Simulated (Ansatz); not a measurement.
# Zr2Ir (I4/mcm): electronic heat capacity and spin susceptibility from the density of states

These are results of Ansatz 0.2.0, DFT PBEsol, scalar-relativistic, plane waves, PAW, not measurements.

Settings: cutoff 420 eV, Γ-centred mesh 8×8×8 on the computed 6-atom cell, Gaussian smearing of 0.10 eV; no spin polarisation.

Relaxed cell: I4/mcm, a = 6.461 Å, b = 6.461 Å, c = 5.649 Å, α = 90.00°, β = 90.00°, γ = 90.00°, 6 atoms in the primitive cell. Whether it is the stable form of this composition wasn't checked.

The density of states at the Fermi level is 7.304 states/eV in the cell of 6 atoms (2 formula units; both spins, tetrahedra on a 12×12×12 mesh). Averaged over bins of 0.1 eV the density runs from 5.7 to 8.3 states/eV within 0.2 eV of the Fermi level, so the figure hangs on the exact place of that level.

Task: What Sommerfeld coefficient and Pauli susceptibility does this give?

Result: Per formula unit N(E_F) = 3.652 states/eV. γ = (π²/3) k_B² N(E_F) N_A = 2.357 mJ/(mol K²) per state/eV, so γ = 8.6 mJ/(mol K²), a mole of formula units. χ_P = μ_B² N(E_F) N_A = 3.23×10⁻⁵ emu/mol per state/eV gives 11.8×10⁻⁵ emu/mol. This is the bare band result: a measured γ of the same phase is as a rule larger by a factor 1 + λ from phonons and spin fluctuations, the spin part of χ is larger by the Stoner factor, and a measured χ also holds orbital and core terms. N(E_F) at one energy is sensitive to the mesh where the density of states has sharp peaks.

Spin-orbit coupling is left out, which matters for the bands of heavy elements.

Cost: 1 run of about 2.3 core-minutes, on Arm Neoverse V1 (shared hosts).